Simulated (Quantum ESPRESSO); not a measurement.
Space group P4/mmm (No. 123); a = 4.1498 Å, b = 4.1498 Å, c = 9.2928 Å, α = 90.00°, β = 90.00°, γ = 90.00°

```
atom  site  symmetry       x       y       z
----  ----  --------  ------  ------  ------
N       2h       4mm  0.5000  0.5000  0.1995
O       1b     4/mmm  0.0000  0.0000  0.5000
Zn      1c     4/mmm  0.5000  0.5000  0.0000
Ba      2g       4mm  0.0000  0.0000  0.2179
Ba      1d     4/mmm  0.5000  0.5000  0.5000
```

The geometry is that of Materials Project entry mp-545788, symmetrised and not relaxed again.

### Question
What does PBEsol (pw.x of Quantum ESPRESSO, ONCV potentials, no spin-orbit coupling) give for the electronic structure near the Fermi level?

### Answer
The PBEsol gap is indirect, 0.48 eV, from Z to A; the smallest direct gap is 0.50 eV. 

The structure is a Materials Project entry; no match was found in the copy of COD used, and its stability was not checked.
